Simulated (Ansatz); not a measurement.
# CaMg₁₄ZnO₁₆ — coordination and ¹⁷O quadrupole coupling

Cell: a Materials Project structure (computed, not necessarily an observed phase).

Space group P4/mmm (No. 123); a = 8.5979, c = 4.3247 Å.

| site | Wyckoff | site symmetry | x | y | z |
| --- | --- | --- | --- | --- | --- |
| Ca | 1a | 4/mmm | 0.0000 | 0.0000 | 0.0000 |
| Mg2 | 2f | mmm. | 0.5000 | 0.0000 | 0.0000 |
| Mg4 | 4m | m2m. | 0.2557 | 0.0000 | 0.5000 |
| Mg6 | 4o | m2m. | 0.2505 | 0.5000 | 0.5000 |
| Mg12 | 4j | m.2m | 0.2531 | 0.2531 | 0.0000 |
| Zn | 1c | 4/mmm | 0.5000 | 0.5000 | 0.0000 |
| O17 | 4l | m2m. | 0.0000 | 0.2633 | 0.0000 |
| O18 | 4n | m2m. | 0.5000 | 0.2489 | 0.0000 |
| O21 | 4k | m.2m | 0.2501 | 0.2501 | 0.5000 |
| O25 | 1b | 4/mmm | 0.0000 | 0.0000 | 0.5000 |
| O26 | 2e | mmm. | 0.5000 | 0.0000 | 0.5000 |
| O28 | 1d | 4/mmm | 0.5000 | 0.5000 | 0.5000 |

One atom of each set is listed.

The numbers come from a DFT calculation in Ansatz (PBE, plane waves and PAW, scalar-relativistic, 420 eV cutoff, Γ-centred 3×3×6 k-points, Fermi–Dirac smearing 0.02 eV).

Q(¹⁷O) = -25.58 mb.

Q: Order the O environments from the weakest to the strongest quadrupole coupling.
A. O26: 6 Mg at 2.10–2.16 Å
B. O28: 4 Mg at 2.15 Å, 2 Zn at 2.16 Å
C. O25: 2 Ca at 2.16 Å, 4 Mg at 2.20 Å
D. O21: 6 Mg at 2.15–2.16 Å
E. O18: 5 Mg at 2.12–2.16 Å, 1 Zn at 2.16 Å
F. O17: 5 Mg at 2.04–2.18 Å, 1 Ca at 2.26 Å

A: D (0.066 MHz, η = 0.47), A (0.401 MHz, η = 0.30), E (0.990 MHz, η = 0.33), F (1.55 MHz, η = 0.12), B (2.20 MHz, η = 0.00), C (3.47 MHz, η = 0.00).

An axis of threefold or higher order runs through O28 and O25, so V_zz lies along it and η is zero. At O18 V_zz points along its one bond to Zn (within 1°). At O17 V_zz points along its shortest bond, to Mg (within 1°).
